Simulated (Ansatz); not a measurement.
**rocksalt-structured LaTe**

The computed numbers are results of PBEsol, scalar-relativistic (no spin polarisation) in the plane-wave PAW code Ansatz at 420 eV, Γ-centred 8×8×8 mesh, 0.05 eV Gaussian smearing. The datasets are Ansatz's generated set soft_2.

```cif
data_structure
_symmetry_space_group_name_H-M 'Fm-3m'
_symmetry_Int_Tables_number 225
_cell_length_a 6.3916
_cell_length_b 6.3916
_cell_length_c 6.3916
_cell_angle_alpha 90.000
_cell_angle_beta 90.000
_cell_angle_gamma 90.000
_cell_volume 261.11
loop_
_atom_site_label
_atom_site_type_symbol
_atom_site_symmetry_multiplicity
_atom_site_Wyckoff_symbol
_atom_site_fract_x
_atom_site_fract_y
_atom_site_fract_z
_atom_site_occupancy
La1 La 4 b 0.50000 0.00000 0.00000 1
Te1 Te 4 a 0.00000 0.00000 0.00000 1
```

The start was a prototype's sites filled with these elements; the Crystallography Open Database holds the compound in this structure.

Task: Which orbitals carry the states at the Fermi level, and how many states are there?

Result: Within 0.1 eV of it: La 5d 69 %, La 4f 23 % (shares among the projected shells). The density of states at the Fermi level is about 1.5 states/eV per cell, averaged over 0.3 eV.

Density of states (tetrahedra, averaged over 0.3 eV; states/eV per cell of 2 atoms; energy in eV from the Fermi level):

```tsv
E (eV)	DOS
-5.50	0.0
-5.20	0.3
-4.90	1.0
-4.60	2.0
-4.30	1.7
-4.00	1.4
-3.70	5.6
-3.40	4.0
-3.10	2.4
-2.80	1.4
-2.50	0.3
-2.20	0.0
-1.90	0.0
-1.60	0.0
-1.30	0.3
-1.00	0.4
-0.70	0.6
-0.40	0.9
-0.10	1.4
0.20	1.7
0.50	2.0
0.80	2.9
1.10	10.6
1.40	25.4
1.70	5.7
2.00	5.2
```

With 27 valence electrons in the calculation's cell and no magnetic order, the bands, two electrons each, can't all be full or empty: band theory demands a metal. (Only strong correlation, outside this picture, could make a Mott insulator of it.) A formal count (La³⁺, Te²⁻) leaves 1 electron a formula unit beyond the anions' closed shells. It goes into the bands above the anion p states, which fits the metal found.

Spin–orbit coupling, which matters for such heavy elements, is left out. Spin polarisation wasn't tried.
